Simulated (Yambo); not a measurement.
G0W0@LDA for BeSe (zinc blende, space group F-43m, No. 216) in Yambo. Reference settings: 6×6×6 Γ-centred k mesh, bands 7 to 79 and a 10 Ry block in the screening, 79 bands in G with the Bruneval-Gonze terminator, plasmon pole fitted at 27.2 eV. The LDA gap Γ → X on this mesh is 2.41 eV; G0W0 gaps are taken between the same points.

Gap (Γ → X) in eV against the number of bands and the screening block, terminator on:

| bands (W and G) | 2 Ry | 4 Ry | 6 Ry | 8 Ry | 10 Ry |
|---|---|---|---|---|---|
| 20 | 4.194 | 4.269 | 4.309 | 4.323 | 4.344 |
| 29 | 4.072 | 4.163 | 4.214 | 4.235 | 4.268 |
| 44 | 4.021 | 4.126 | 4.185 | 4.215 | 4.262 |
| 60 | 4.011 | 4.121 | 4.184 | 4.219 | 4.276 |
| 79 | 4.008 | 4.120 | 4.185 | 4.223 | 4.287 |

Rough cost of the Yambo step against the reference (shared machines):

| bands (W and G) | 2 Ry | 4 Ry | 6 Ry | 8 Ry | 10 Ry |
|---|---|---|---|---|---|
| 20 | 1/6 | 1/6 | 1/6 | 1/5 | 1/4 |
| 29 | 1/5 | 1/4 | 1/4 | 1/3 | 1/3 |
| 44 | 1/3 | 1/3 | 1/3 | 1/2 | ~1 |
| 60 | 1/2 | ~1 | ~1 | ~1 | ~1 |
| 79 | ~1 | ~1 | ~1 | ~1 | 1 |

At the largest block the last step in bands moves the gap by 0.011 eV; at the most bands the last step in the block moves it by 0.064 eV.

Spin-orbit splittings are left out.

The standard potential for Se keeps a d shell in the valence without the s and p states of that shell. In tests on such compounds this moved G0W0 gaps by up to about 0.9 eV, so absolute quasiparticle energies here are unreliable; differences between settings are what counts.

Geometry relaxed with LDA; primitive cell a = b = c = 3.593 Å, α = β = γ = 60.00°.
